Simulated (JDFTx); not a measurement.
Part of a log of a modified build of JDFTx for C2HF5 (built from pentafluoroethane), charge +1, multiplicity 2 (PBE, GBRV ultrasoft potentials, plane waves to 20/100 Ha):

```
unit cell volume = 10258.5
Chosen fftbox size, S = [  100  96  100  ]
unit cell volume = 10258.5
Chosen fftbox size, S = [  96  90  90  ]
  'F' pseudopotential, 'SLA  PW   PBX  PBC' functional
  7 valence electrons, 2 orbitals, 4 projectors, 799 radial grid points, with lMax = 1
  'C' pseudopotential, 'SLA  PW   PBE  PBE' functional
  4 valence electrons, 2 orbitals, 4 projectors, 721 radial grid points, with lMax = 1
  'H' pseudopotential, 'SLA  PW   PBX  PBC' functional
  1 valence electrons, 1 orbitals, 2 projectors, 615 radial grid points, with lMax = 0
Initialized 3 species with 8 total atoms.
Folded 1 k-points by 1x1x1 to 1 k-points.
nElectrons:  43.000000   nBands: 22   nStates: 2
average nbasis = 43845.000 , ideal nbasis = 43825.191
Correction to mu due to finite nuclear width = -0.00425567
   Cavity determined by nc: 0.00142 and sigma: 0.707107
   Nonlocal vdW cavity from gaussian model electron density with norm = 16 and sigma = 1.50589 bohr
   Charge asymmetry in cavity with sensitivity pCavity = -31 e-bohr/Eh
   Electrostatic cavity expanded by eta = 3.15 bohrs
   Weighted density cavitation model constrained by Nbulk: 0.001709 bohr^-3, Pvap: 11.7584 kPa, Rvdw: 4.00622 bohr and sigmaBulk: 1.88e-05 Eh/bohr^2 at T: 298 K.
   Weighted density dispersion model using vdW pair potentials with single solvent site with sqrtC6eff: 2.21 SI.
[...]
Will mix electronic density at each iteration.
	Linear fluid (dielectric constant: 38.8, screening length: 4.04053 Bohr) occupying 0.731383 of unit cell:	Completed after 9 iterations
[... later lines of the fluid solver are left out ...]
SCF: Cycle:  0   Etot: -133.208263849634847   dEtot: -2.541e-03   |Residual|: 5.518e-02   |deigs|: 1.435e-04
SCF: Cycle:  1   Etot: -133.209443930093158   dEtot: -1.180e-03   |Residual|: 2.174e-02   |deigs|: 4.098e-03
[... lines cut ...]
SCF: Cycle: 14   Etot: -133.209757554712922   dEtot: -3.776e-08   |Residual|: 7.692e-05   |deigs|: 8.004e-06
SCF: Cycle: 15   Etot: -133.209757549500353   dEtot: +5.213e-09   |Residual|: 6.559e-05   |deigs|: 1.569e-05
SCF: Cycle: 16   Etot: -133.209757571212918   dEtot: -2.171e-08   |Residual|: 3.714e-05   |deigs|: 2.078e-05
SCF: Cycle: 17   Etot: -133.209757573005646   dEtot: -1.793e-09   |Residual|: 2.374e-05   |deigs|: 1.773e-06
SCF: Cycle: 18   Etot: -133.209757574768474   dEtot: -1.763e-09   |Residual|: 1.769e-05   |deigs|: 2.992e-07
SCF: Converged (|Delta E|<1.000000e-08 for 2 iters).

# Energy components:
   A_diel =       -0.0351903790635977
   Eewald =       79.8829907823160994
       EH =      188.4572552564318642
     Eloc =     -444.7289231582672073
      Enl =       18.8743766858480271
      Exc =      -26.8362808029223565
 Exc_core =        0.0673502258865943
       KE =       51.1044081499160114
  MuShift =        0.0042556650860605
-------------------------------------
     Etot =     -133.2097575747684743


	eMin: -1.322905 at state 0 ( [ +0.000000 +0.000000 +0.000000 ] spin 1 )
	HOMO: -0.420146 at state 0 ( [ +0.000000 +0.000000 +0.000000 ] spin 1 )
```

Q: Which solvation model was used?
(A) CANDLE
(B) soft-sphere model
(C) SCCS (cation parameters)
(D) linear PCM (GLSSA13)

A: A, CANDLE. The liquid was acetonitrile (dielectric constant 38.8), 1 M NaF.
